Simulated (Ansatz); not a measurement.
BN in space group P6_3/mmc (No. 194; B on 2d, N on 2c) under volume change, the program Ansatz at the LDA level (PAW), shape and atoms relaxed at each volume.

```json
[
 {"V (Å³/atom)": "7.923", "E − E(relaxed) (meV/atom)": "8.7", "P (GPa)": "4.26"},
 {"V (Å³/atom)": "8.185", "E − E(relaxed) (meV/atom)": "3.4", "P (GPa)": "2.37"},
 {"V (Å³/atom)": "8.446", "E − E(relaxed) (meV/atom)": "0.7", "P (GPa)": "0.97"},
 {"V (Å³/atom)": "8.707", "E − E(relaxed) (meV/atom)": "0.0", "P (GPa)": "0.00"},
 {"V (Å³/atom)": "8.968", "E − E(relaxed) (meV/atom)": "(withheld)", "P (GPa)": "(withheld)"},
 {"V (Å³/atom)": "9.229", "E − E(relaxed) (meV/atom)": "(withheld)", "P (GPa)": "(withheld)"},
 {"V (Å³/atom)": "9.491", "E − E(relaxed) (meV/atom)": "4.1", "P (GPa)": "-1.33"}
]
```

What belongs in the gaps?


- 9.229, E − E(relaxed) (meV/atom): 2.1
- 9.229, P (GPa): -1.09
- 8.968, E − E(relaxed) (meV/atom): 0.6
- 8.968, P (GPa): -0.68

What does a third-order Birch–Murnaghan fit give for V₀, B₀ and B′?

V₀ = 8.71 Å³/atom, B₀ = 27.2 GPa, B′ = 11.8.

The cell was relaxed with LDA under the symmetry of its start; phonons on a q-mesh show no instability. A crystal of weakly bound layers computed without a dispersion correction: the cell and the soft elastic constants depend strongly on that.

Potentials: the earlier of the program's two PAW sets.
